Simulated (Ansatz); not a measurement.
In₂Te₃:
```yaml
crystal:
  lattice:
    - [2.11806, 1.22286, 9.27474]
    - [-2.11806, 1.22286, 9.27474]
    - [0.00000, -2.44573, 9.27474]
  atoms:
    - { symbol: In, position: [0.59900, 0.59900, 0.59900] }
    - { symbol: In, position: [0.40100, 0.40100, 0.40100] }
    - { symbol: Te, position: [0.21151, 0.21151, 0.21151] }
    - { symbol: Te, position: [0.78849, 0.78849, 0.78849] }
    - { symbol: Te, position: [0.00000, 0.00000, 0.00000] }
```

Relaxed with LDA.

Q: Give the Bader charges and basin volumes of the independent atoms, LDA (plane waves, PAW; program Ansatz).

A: 

```csv
atom,Bader charge (e),Bader volume (Å³)
In1,+0.61,21.2
Te3,-0.36,34.0
Te5,-0.51,33.7
```

Space group R-3m. The workflow started from a Materials Project entry (that database holds measured and hypothetical structures alike); the Crystallography Open Database copy checked does not list it. COD files the formula under space group No. 216. Its standing as an ambient phase is unchecked. Symmetry was held in the LDA relaxation; its stability against distortions is not shown here. A crystal of weakly bound layers computed without a dispersion correction: the cell and the soft elastic constants depend strongly on that. Spin–orbit coupling is left out wherever it is not named.

Potentials: the later of the program's two PAW sets.
